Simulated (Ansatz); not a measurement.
The calculation used DFT PBE, scalar-relativistic, plane waves, PAW in Ansatz. Settings: cutoff 420 eV, Γ-centred meshes spaced at most about 0.3 Å⁻¹, and about 0.25 Å⁻¹ or finer for metals (2π included), Gaussian smearing. No spin polarisation in the final relaxations.

These are static total energies at zero pressure.

Compare these two cells of LaTe4, each relaxed at this level.

A.

```yaml
crystal:
  lattice:
    - [-3.65294, 3.65294, 3.65294]
    - [3.65294, -3.65294, 3.65294]
    - [3.65294, 3.65294, -3.65294]
  atoms:
    - { symbol: La, position: [0.00000, 0.00000, 0.00000] }
    - { symbol: Te, position: [0.50000, 0.50000, 0.50000] }
    - { symbol: Te, position: [0.00000, 0.00000, 0.50000] }
    - { symbol: Te, position: [0.00000, 0.50000, 0.00000] }
    - { symbol: Te, position: [0.50000, 0.00000, 0.00000] }
```

B.

```yaml
crystal:
  lattice:
    - [4.12688, 2.38266, 4.34552]
    - [-4.12688, 2.38266, 4.34552]
    - [0.00000, -4.76531, 4.34552]
  atoms:
    - { symbol: La, position: [0.07408, 0.07408, 0.07408] }
    - { symbol: Te, position: [0.04191, 0.59296, 0.04191] }
    - { symbol: Te, position: [0.04191, 0.04191, 0.59296] }
    - { symbol: Te, position: [0.59296, 0.04191, 0.04191] }
    - { symbol: Te, position: [0.31979, 0.31979, 0.31979] }
```

Question: Which would you expect to be lower, and how large is the difference?

Answer: B is lower, by 128 meV/atom. A has space group Im-3m (No. 229), 39.0 Å³/atom and no gap on its mesh; B has space group R3m (No. 160), 51.3 Å³/atom and no gap. Counting Te atoms around La (those within 1.25 times the shortest such distance or 1.15 times the sum of covalent radii), A has La 8 and B has La 7. B holds Te–Te units of three or more atoms (shortest 2.90 Å); in A the shortest Te–Te distance is 3.65 Å. The lower one is the more open, so pressure narrows the difference. In A, La is surrounded by 8 Te at 3.16 Å; around Te lie 2 La at 3.16 Å and 6 Te at 3.65 Å. In B, La is surrounded by 7 Te at 3.19–3.29 Å; around Te on a site of symmetry m lie 1 Te at 2.90 Å, 2 La at 3.19–3.29 Å and 2 Te at 3.71 Å; Te on a site of symmetry 3m is surrounded by 3 Te at 2.90 Å and 1 La at 3.20 Å. Both come from invented guesses. A third cell relaxed alike, in P4mm, lies 29 meV/atom below the lower of the two.

These runs have no spin–orbit coupling, which can matter for Te. In Im-3m, R3m an odd number of electrons in the primitive cell allows no gap without spin; a larger cell or a magnetic state could open one. A magnetic state wasn't ruled out in cells without spin, among them Im-3m, R3m. Cells relaxed within their symmetry can be saddle points.
